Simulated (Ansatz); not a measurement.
## 57Fe Mössbauer parameters in FeCuSO

Cell: a measured structure from the Crystallography Open Database (COD) whose atoms were relaxed with PBE, the cell held.

Space group P4/nmm:1 (No. 129); a = 3.8219, c = 8.6450 Å.

| site | Wyckoff | site symmetry | x | y | z |
| --- | --- | --- | --- | --- | --- |
| Fe | 2a | -4m2 | 0.5000 | 0.5000 | 0.0000 |
| Cu | 2b | -4m2 | 0.0000 | 0.0000 | 0.5000 |
| S | 2c | 4mm | 0.5000 | 0.0000 | 0.3439 |
| O | 2c | 4mm | 0.5000 | 0.0000 | 0.9313 |

One atom of each set is listed.

Level of theory: DFT, PBE, plane waves and PAW, scalar-relativistic, collinear spin, 420 eV cutoff, Γ-centred 9×9×4 k-points, Fermi–Dirac smearing 0.05 eV (Ansatz 0.2.0). Start moments as typed (μB): 5 on each Fe, none on the rest. The program fits them to the shells of the files, so those used differ somewhat.

Isomer shifts (against α-Fe) follow from the electron density at the nucleus, δ = α(ρ − ρ₀), with α = -0.366 mm s⁻¹ a₀³ and ρ₀ = 14904.00 a₀⁻³ from a line fitted to 10 measured compounds at this level of theory (rms miss 0.11 mm/s). ΔE_Q = ½eQV_zz(1 + η²/3)^½ with Q = 0.160 b for the 14.4 keV state. B_c is the Fermi-contact field along the atom's own moment; orbital and dipolar fields are not included.

Problem. Where do the absorption lines lie when the magnetic splitting is averaged out (above the ordering temperature, with the gradients of this state)?

Solution. Fe (2 atoms a cell): δ = 0.80, |ΔE_Q| = 2.09 mm/s, a doublet at -0.25 and 1.84 mm/s.

Problem. And the six lines of Fe from the contact field alone, leaving the quadrupole term aside?

Solution. With |B_c| = 10.6 T and nuclear moments 0.090604 and -0.15532 μN the lines lie at -0.90, -0.19, 0.53, 1.07, 1.78, 2.50 mm/s, in the ratio 3:2:1:1:2:3 for a powder.

The run finds no gap above 0.1 eV (a metal, or nearly one), so the gradients can move by 10 % or more with the k-mesh. Semilocal functionals can leave a metal where correlation in the d or f shell opens a gap in the real compound, and that would change the values at and beside Cu and Fe. With these PAW files V_zz is typically within 2 to 3 % of all-electron values, but misses above 10 % occur on Fe. All moments are parallel here, as the start or the cell imposes; many such compounds order antiparallel, where fields and spin densities carried over to other atoms largely cancel. The magnetic order is the one that the run reached from its start moments, not necessarily the measured one. Semilocal functionals underestimate the core's spin polarisation, so contact fields of ionic iron come out too small in magnitude. On Fe B_c is a small difference of large parts, and can be wrong severalfold and even in sign.

The relaxation (4 steps) took 7.1 min of wall time (7.1 min of CPU time) and 0.89 GiB at its peak, on 1 thread of Arm Neoverse N1 (aarch64; 36 cores open to the job, memory cap 3.0 GiB, no GPU), a shared host with a load of 0.9 a core.
